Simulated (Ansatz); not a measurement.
A geometry of ZnInGaO4 away from equilibrium: the start of the relaxation of a relaxed ZnInGaO4 cell squeezed uniformly to 70 % of its volume. Computed with PBE (plane waves to 420 eV, PAW, scalar-relativistic; Ansatz, a program for electronic structure). Γ-centred k-mesh 9×9×9 on the run's cell (coarser than for final values), Fermi–Dirac smearing 0.05 eV.

```xyz
7
Lattice="1.4899 0.8602 7.7290 -1.4899 0.8602 7.7290 0.0000 -1.7204 7.7290" Properties=species:S:1:pos:R:3:forces:R:3 pbc="T T T" free_energy=-14964.031 pressure_GPa=124.3
In     0.0000     0.0000    23.1158    0.0000    0.0000    0.3141
Ga     0.0000     0.0000     4.9377    0.0000    0.0000    0.1038
Zn     0.0000     0.0000    18.1136    0.0000    0.0000   -0.4001
O      0.0000     0.0000     3.1645    0.0000    0.0000   -1.4304
O      0.0000     0.0000    20.3808    0.0000    0.0000    0.4319
O      0.0000     0.0000     6.6958    0.0000    0.0000   -0.7983
O      0.0000     0.0000    16.3403    0.0000    0.0000    1.7790
```

Positions in Å, forces in eV/Å, free energy of the cell in eV (comparable only within this code, potentials and settings). Largest force: 1.78 eV/Å, on O7 (atoms numbered as listed); the geometry lies 1.02 eV/atom above the end of its relaxation.

No spin polarisation in the result.

The run could not lose the symmetry of its start.
